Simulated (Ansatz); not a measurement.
Here is the system:

CsYMnSe3:
```yaml
crystal:
  lattice:
    - [2.11123, -8.02073, 0.00000]
    - [2.11123, 8.02073, 0.00000]
    - [0.00000, 0.00000, 11.09683]
  atoms:
    - { symbol: Cs, position: [0.25955, 0.74045, 0.25000] }
    - { symbol: Cs, position: [0.74045, 0.25955, 0.75000] }
    - { symbol: Y, position: [0.00000, 0.00000, 0.00000] }
    - { symbol: Y, position: [0.00000, 0.00000, 0.50000] }
    - { symbol: Mn, position: [0.53942, 0.46058, 0.25000] }
    - { symbol: Mn, position: [0.46058, 0.53942, 0.75000] }
    - { symbol: Se, position: [0.61682, 0.38318, 0.05566] }
    - { symbol: Se, position: [0.38318, 0.61682, 0.94434] }
    - { symbol: Se, position: [0.38318, 0.61682, 0.55566] }
    - { symbol: Se, position: [0.61682, 0.38318, 0.44434] }
    - { symbol: Se, position: [0.94681, 0.05319, 0.25000] }
    - { symbol: Se, position: [0.05319, 0.94681, 0.75000] }
```
The run is spin-polarised; directions of the spins, atom by atom: 0 0 0 0 ↑ ↑ 0 0 0 0 0 0.

This is the r²SCAN-relaxed structure.

Problem. All from the program Ansatz at the r²SCAN level (PAW), unless another level is named. Give the hole effective mass.

Solution. 0.24, 1.2, 4.0 mₑ (principal values).

Problem. Give the smallest direct gap on the standard path.

Solution. 1.77 eV.

Problem. Give the electron effective mass.

Solution. 0.81, 3.0, 17 mₑ (principal values).

Space group Cmcm. The first step of the workflow began from a Materials Project structure, measured or hypothetical; the Crystallography Open Database copy checked does not list it. Whether it is the stable phase at ambient conditions was not checked. Symmetry was held in the r²SCAN relaxation; whether a distortion lowers the energy is not shown. The final state is ferromagnetic, the only order run, not a proven ground state. The program gave a warning on the electronic state, which may not be the lowest. No Hubbard U is applied. Scalar-relativistic: spin–orbit coupling is off unless named, which matters more the heavier the elements.

Potentials: the later of the program's two PAW sets.
